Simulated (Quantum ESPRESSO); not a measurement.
## Band energies of KSnSb

```
CELL_PARAMETERS angstrom
      4.41538     0.00000     0.00000
     -2.20769     3.82383     0.00000
      0.00000     0.00000    13.07731
ATOMIC_POSITIONS crystal
  K  0.33333 0.66667 0.99882
  K  0.66667 0.33333 0.49882
  Sn 0.00000 0.00000 0.29717
  Sn 0.00000 0.00000 0.79717
  Sb 0.33333 0.66667 0.68850
  Sb 0.66667 0.33333 0.18850
```

LDA (Quantum ESPRESSO, PseudoDojo norm-conserving, 84 Ry, without SOC); path ΓMKΓALHA,LM,KH; energies in eV from the valence-band maximum.

| k (1/Å) | point | band 34 | band 35 | band 36 | band 37 | band 38 | band 39 | band 40 | band 41 |
|---|---|---|---|---|---|---|---|---|---|
| 0.00 | Γ | -0.67 | -0.67 | -0.59 | -0.59 | -0.15 | 0.27 | 0.75 | 2.18 |
| 0.41 |  | -2.59 | -1.41 | -1.37 | -1.15 | -0.52 | 0.55 | 1.21 | 2.17 |
| 0.82 | M | -2.85 | -1.92 | -1.87 | -1.53 | -1.52 | 0.67 | 0.94 | 1.44 |
| 1.30 | K | -3.48 | -2.12 | -2.12 | -1.75 | -1.62 | 1.17 | 1.17 | 2.13 |
| 1.87 |  | -2.39 | -1.65 | -1.63 | -1.18 | -0.34 | 1.38 | 1.62 | 2.10 |
| 2.24 | Γ | -0.67 | -0.67 | -0.59 | -0.59 | -0.15 | 0.27 | 0.75 | 2.18 |
| 2.24 | A | -1.06 | -0.63 | -0.63 | -0.63 | -0.63 | 0.64 | 0.64 | 2.31 |
| 2.41 |  | -1.62 | -0.81 | -0.81 | -0.75 | -0.75 | 1.15 | 1.15 | 2.15 |
| 2.90 |  | -2.98 | -1.81 | -1.81 | -1.31 | -1.31 | 0.78 | 0.78 | 1.87 |
| 3.07 | L | -2.87 | -1.90 | -1.90 | -1.54 | -1.54 | 0.85 | 0.85 | 1.74 |
| 3.30 |  | -3.09 | -2.28 | -2.28 | -1.54 | -1.54 | 1.40 | 1.40 | 2.07 |
| 3.54 | H | -3.48 | -2.11 | -2.11 | -1.69 | -1.69 | 1.07 | 1.07 | 2.52 |
| 3.68 |  | -3.33 | -2.32 | -2.32 | -1.50 | -1.50 | 1.20 | 1.20 | 2.36 |
| 4.08 |  | -2.71 | -1.76 | -1.76 | -0.72 | -0.72 | 1.39 | 1.39 | 2.17 |
| 4.35 |  | -1.46 | -0.77 | -0.77 | -0.74 | -0.74 | 1.08 | 1.08 | 2.13 |
| 4.49 | A | -1.06 | -0.63 | -0.63 | -0.63 | -0.63 | 0.64 | 0.64 | 2.31 |
| 4.49 | L | -2.87 | -1.90 | -1.90 | -1.54 | -1.54 | 0.85 | 0.85 | 1.74 |
| 4.73 | M | -2.85 | -1.92 | -1.87 | -1.53 | -1.52 | 0.67 | 0.94 | 1.44 |
| 4.73 | K | -3.48 | -2.12 | -2.12 | -1.75 | -1.62 | 1.17 | 1.17 | 2.13 |
| 4.97 | H | -3.48 | -2.11 | -2.11 | -1.69 | -1.69 | 1.07 | 1.07 | 2.52 |

The LDA gap is indirect, 0.27 eV, from 80 % of the way from K to Γ to Γ; the smallest direct gap is 0.43 eV.

Without spin-orbit coupling, band edges of such heavy elements can be off by tenths of an eV.

Geometry of the Materials Project entry, not relaxed at this level.
